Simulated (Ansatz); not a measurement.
CdF₂ (fluorite, space group No. 225), the program Ansatz at the PBEsol level (PAW). The conduction-band minimum lies at Γ, with 1 equivalent valley. Second derivatives d²E/dk² of the lowest band at one valley (eV·Å²), along Cartesian directions:

| direction | d²E/dk² |
|---|---|
| [100] | 20.55 |
| [010] | 20.55 |
| [001] | 20.55 |
| [110] | 20.55 |
| [101] | 20.55 |
| [011] | 20.55 |

Question: Find the principal effective masses, the density-of-states mass and the conductivity mass.

Answer: Off-diagonal terms follow from H_xy = H[110] − (H_xx + H_yy)/2, and m*/mₑ = 7.620 eV·Å² over each eigenvalue: 0.37, 0.37, 0.37. One valley's DOS mass (m₁m₂m₃)^(1/3) = 0.37, conductivity mass 3/(Σ 1/mᵢ) = 0.37 mₑ.

Question: What effective density of states Nc follows at 300 K for parabolic valleys?

Answer: Nc = 2.509e19 × 1 × (0.37)^(3/2) ≈ 5.6e18 cm⁻³.

Space group Fm-3m (fluorite). The PBEsol relaxation kept the symmetry of its start. Scalar-relativistic: spin–orbit coupling is off unless named, which matters more the heavier the elements.

Potentials: the earlier of the program's two PAW sets. The files were generated under PBE; for other functionals the program regenerates the frozen cores, and for LDA and PBEsol the local potential too.

Edges and masses are those of Kohn–Sham bands, whose gap is no quasiparticle gap.
